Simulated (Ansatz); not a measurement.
A geometry of Al2O3 away from equilibrium: step 2 of the relaxation of a relaxed Al2O3 cell displaced along its unstable phonon at q = Γ (256i cm⁻¹), largest move 0.15 Å. The numbers are results of PBE (plane waves to 420 eV, PAW, scalar-relativistic; Ansatz, a first-principles code), not measurements. Γ-centred k-mesh 4×4×8 on the run's cell (coarser than for final values), Fermi–Dirac smearing 0.05 eV.

```xyz
10
Lattice="5.5236 0.0000 0.0000 0.0000 5.5236 0.0000 0.0000 0.0000 2.8645" Properties=species:S:1:pos:R:3 pbc="T T T"
O      0.0000     0.0000     0.0000
O      2.7618     2.7618     0.0000
O      0.7989     3.5607     1.6218
O      3.5607     4.7247     1.2427
O      1.9629     0.7989     1.2427
O      4.7247     1.9629     1.6218
Al     1.6227     4.3845     0.1996
Al     4.3845     3.9009    -0.1996
Al     1.1391     1.6227    -0.1996
Al     3.9009     1.1391     0.1996
```

Q: Which atoms carry the largest force, and which way does it point?

A: 1.10 eV/Å, on Al7, Al8, Al9, Al10 (atoms numbered as listed); on Al7 its components are (0.02, 0.02, 1.10).

Q: What is the pressure?

A: 0.0 GPa, compression positive.

Q: How much energy per atom can still be gained by relaxing?

A: 0.20 eV/atom; the path ends in P-42₁m (No. 113).

No spin polarisation in the result.

The run could not lose the symmetry of its start: the end is stationary, and may be a saddle point rather than a minimum.

The end of the path is a generated cell of Al2O3: the first start was made by placing the elements on the sites of a structure type, and the end was not matched to a known phase here, so it may be hypothetical. Known forms of Al2O3 include space group No. 167.
